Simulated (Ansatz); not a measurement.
Ti₂GaC:
```cif
data_C2Ga2Ti4
_chemical_formula_sum 'Ti4 Ga2 C2'
_space_group_name_H-M_alt 'P63/mmc'
_space_group_IT_number 194
_space_group_name_Hall '-P 6c 2c'
_cell_length_a 3.06811
_cell_length_b 3.06811
_cell_length_c 13.35030
_cell_angle_alpha 90.000
_cell_angle_beta 90.000
_cell_angle_gamma 120.000
loop_
_atom_site_label
_atom_site_type_symbol
_atom_site_symmetry_multiplicity
_atom_site_Wyckoff_symbol
_atom_site_fract_x
_atom_site_fract_y
_atom_site_fract_z
_atom_site_occupancy
Ti1 Ti 4 f 0.33333 0.66667 0.08557 1
Ga1 Ga 2 d 0.66667 0.33333 0.25000 1
C1 C 2 a 0.00000 0.00000 0.00000 1
```

Relaxed at zero pressure with the program Ansatz at the r²SCAN level (PAW).

The volume is raised by 9 % and shape and atoms relax at that volume. What pressure results, and how do the axes share the change?

-10.6 GPa; a 2.7 %, b 2.7 %, c 3.4 %; the energy rises by 44 meV/atom.

Give the new structure.


Space group P6₃/mmc (No. 194); a = b = 3.1500 Å, c = 13.8053 Å, α = β = 90.00°, γ = 120.00°

| atom | site | symmetry | x | y | z |
|---|---|---|---|---|---|
| Ti | 4f | 3m. | 0.3333 | 0.6667 | 0.0826 |
| Ga | 2d | -6m2 | 0.6667 | 0.3333 | 0.2500 |
| C | 2a | -3m. | 0.0000 | 0.0000 | 0.0000 |

The phase is kept; no other phase was compared at this pressure.

Space group P6_3/mmc. The first step of the workflow began from a Materials Project structure, measured or hypothetical; the Crystallography Open Database copy checked does not list it. Its standing as an ambient phase is unchecked. The cell was relaxed with r²SCAN under the symmetry of its start; its stability against distortions is not shown here. No spin polarisation was allowed.

Potentials: the later of the program's two PAW sets.
